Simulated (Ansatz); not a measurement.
## Structures of Ca3W: which is lowest?

Plane-wave DFT in Ansatz with scalar-relativistic PAW potentials, cutoff 420 eV, Γ-centred meshes chosen by cell and gap, Gaussian smearing with energies taken to zero width. Every cell was relaxed (cell and atoms) in a run of its own, within the symmetry of its start. Functional: PBE.

Relaxed structures (starts from databases or built by putting these elements on another compound's sites):
A. I4/mmm, 4 atoms in the computed cell, a = 4.977 Å, c = 9.050 Å; sites (symmetry × multiplicity) Ca -4m2 × 4 + 4/mmm × 2, W 4/mmm × 2; start: built
B. Pm-3m, 4 atoms in the computed cell, a = 4.837 Å; sites (symmetry × multiplicity) Ca 4/mm.m × 3, W m-3m × 1; start: built
C. P6_3/mmc, 8 atoms in the computed cell, a = 7.051 Å, c = 5.356 Å; sites (symmetry × multiplicity) Ca mm2 × 6, W -6m2 × 2; start: built

Task: Rank them by energy. Could pressure change the order?

Result:
```tsv
structure	group	E − E(lowest) (meV/atom)	V (Å³/atom)	gap on mesh (eV)
C	P6_3/mmc	0.0	28.82	0.00
A	I4/mmm	7.9	28.03	0.00
B	Pm-3m	48	28.30	0.00
```

C is lowest, 8 meV/atom under A. The two lowest differ in volume by under 3 %, too little for a first-order estimate of what pressure does to that pair (other pairs aren't weighed here); with rigid cells even 3 % in favour of the higher one would need about 1 GPa. Other structures may lie lower than all of these, and vibrations aren't counted.

Spin-orbit coupling is left out, which matters for the bands of heavy elements.